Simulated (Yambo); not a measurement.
G0W0@PBEsol for Ca3SbN (anti-perovskite, space group Pm-3m, No. 221) in Yambo (2×2×2 mesh, 7 Ry block, plasmon pole, screening fixed), without a terminator:

```tsv
bands N in G	gap Γ → Γ (eV)	shift of the valence edge (eV)
136	0.866	0.297
222	1.009	-0.081
340	1.057	-0.238
```

Problem. Extrapolate both columns to infinite N with E(N) = E∞ + A/N, test the form, and compare with the terminator.

Solution. From two points, E∞ = (N2 E2 − N1 E1)/(N2 − N1). The two largest N give 1.15 eV for the gap and -0.53 eV for the shift; the two smallest give 1.24 eV and -0.68 eV. For the gap the slopes A are -50 and -31 eV: the form isn't reached, and its limit is uncertain. For the shift the slopes A are 130 and 100 eV: the form isn't reached, and its limit is uncertain. With the Bruneval-Gonze terminator and 340 bands the run gives 1.09 eV and -0.38 eV, 0.06 eV and 0.15 eV from the extrapolated values: the terminator too is an estimate of the remainder. Block, mesh and the bands in W are held fixed.

The standard potential for Sb keeps a d shell in the valence without the s and p states of that shell. In tests on such compounds this moved G0W0 gaps by up to about 0.9 eV, so absolute quasiparticle energies here are unreliable; differences between settings are what counts.

Spin-orbit coupling is included.

Geometry of the Materials Project entry, not relaxed at this level; primitive cell a = b = c = 4.8602 Å, α = β = γ = 90.00°.

The structure is a Materials Project entry; no match was found in the copy of COD used, and its stability was not checked.

A shift is the quasiparticle energy of the state minus its PBEsol energy.
